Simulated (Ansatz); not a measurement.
Relaxed-ion elastic tensor of HfO2 (fluorite, space group No. 225) in GPa (Voigt order), plane-wave PAW LDA (Ansatz code); density 11.17 g/cm³, 10.43 Å³ per atom.

```json
[
 {"": "1", "1": "606", "2": "120", "3": "120", "4": "0.0", "5": "0.0", "6": "0.0"},
 {"": "2", "1": "120", "2": "606", "3": "120", "4": "0.0", "5": "0.0", "6": "0.0"},
 {"": "3", "1": "120", "2": "120", "3": "606", "4": "0.0", "5": "0.0", "6": "0.0"},
 {"": "4", "1": "0.0", "2": "0.0", "3": "0.0", "4": "75.0", "5": "0.0", "6": "0.0"},
 {"": "5", "1": "0.0", "2": "0.0", "3": "0.0", "4": "0.0", "5": "75.0", "6": "0.0"},
 {"": "6", "1": "0.0", "2": "0.0", "3": "0.0", "4": "0.0", "5": "0.0", "6": "75.0"}
]
```

Task: Is the crystal mechanically stable?

Result: Yes: the smallest eigenvalue of C is 75.0 GPa.

Task: Work out the Voigt, Reuss and Hill averages.

Result: K_V = 282, K_R = 282, K_H = 282; G_V = 142, G_R = 104, G_H = 123 GPa.

Task: Give Young's modulus, Poisson's ratio, Pugh's ratio and the universal anisotropy index.

Result: E = 9KG/(3K + G) = 322 GPa; ν = 0.31; K/G = 2.30 (ductile by the Pugh limit of 1.75); A_U = 5G_V/G_R + K_V/K_R − 6 = 1.86.

Task: Estimate the sound speeds and the Debye temperature.

Result: v_l = √((K + 4G/3)/ρ) = 6320 m/s, v_t = √(G/ρ) = 3320 m/s, mean 3710 m/s; Θ = (h/k)(3n/4πV)^(1/3) v_m = 506 K.

Task: Give the Zener ratio and Young's modulus along [100], [110] and [111].

Result: A = 2C44/(C11 − C12) = 0.31; 1/E = S11 − 2(S11 − S12 − S44/2)Γ with Γ = 0, 1/4, 1/3 gives 567, 246, 207 GPa.

Task: Solve the Christoffel equation for the three sound speeds along [100], [110], [111].

Result: Eigenvalues of C_ijkl n_j n_l equal ρv². In km/s, slowest first: [100] 2.59, 2.59, 7.37; [110] 2.59, 4.66, 6.26; [111] 4.09, 4.09, 5.85.

Space group Fm-3m (fluorite). This is a known high-temperature phase of the composition, computed here at zero pressure and temperature. The LDA relaxation kept the symmetry of its start. At this level the phase is dynamically unstable (imaginary phonons). No spin polarisation was allowed. Spin–orbit coupling is left out wherever it is not named.

Potentials: the earlier of the program's two PAW sets.
